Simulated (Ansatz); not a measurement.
InSb:
```
InSb
1.0
    4.69338     0.00000     0.00000
   -2.34669     4.06459     0.00000
    0.00000     0.00000    10.26090
In Sb
3 3
Direct
  0.50038   0.00000   0.66667
  0.00000   0.50038   0.33333
  0.49962   0.49962   0.00000
  0.50024   0.00000   0.16667
  0.00000   0.50024   0.83333
  0.49976   0.49976   0.50000
```

Relaxed with PBE. Special points in fractions of this cell's reciprocal vectors: Γ (0.000, 0.000, 0.000); M (0.500, 0.000, 0.000); K (0.333, 0.333, 0.000); A (0.000, 0.000, 0.500); L (0.500, 0.000, 0.500); H (0.333, 0.333, 0.500).

List the band energies nearest the Fermi level at these points for PBE (plane waves, PAW; program Ansatz).

In eV from the Fermi level; about four levels below and three above (degenerate sets whole), none deeper than 8.9 eV; points with the same levels are listed once.

```json
[
 {"k": "Γ", "below": "-0.82 -0.82 -0.47 -0.47 -0.30", "above": "0.24 1.31 1.31"},
 {"k": "M", "below": "-1.87 -1.38 -1.22 -1.16", "above": "0.27 0.64 1.54"},
 {"k": "K", "below": "-1.70 -1.23 -1.23 -0.21", "above": "1.92 1.92 3.80 3.80"},
 {"k": "A", "below": "-0.44 -0.40 -0.40 -0.11", "above": "1.09 1.09 1.38"},
 {"k": "L", "below": "-1.91 -1.73 -1.48 -1.34", "above": "0.76 1.28 2.23"},
 {"k": "H", "below": "-2.83 -2.83 -1.49 -0.94", "above": "1.76 1.76 2.04"}
]
```

Space group P6_222. The start of the workflow was typed in or built on a structure type; neither database checked (COD, Materials Project) lists it. It is not the phase usual at ambient conditions (space group No. 216). The PBE relaxation kept the symmetry of its start; its stability against distortions is not shown here. A small band overlap can be real or an error of a semilocal functional. Point labels and valley counts follow the cell and symmetry of the run, lower than the named group. The Fermi level of a semimetal is unsure by some 0.05 eV on such meshes. Scalar-relativistic: spin–orbit coupling is off unless named, which matters more the heavier the elements.

Potentials: the later of the program's two PAW sets.
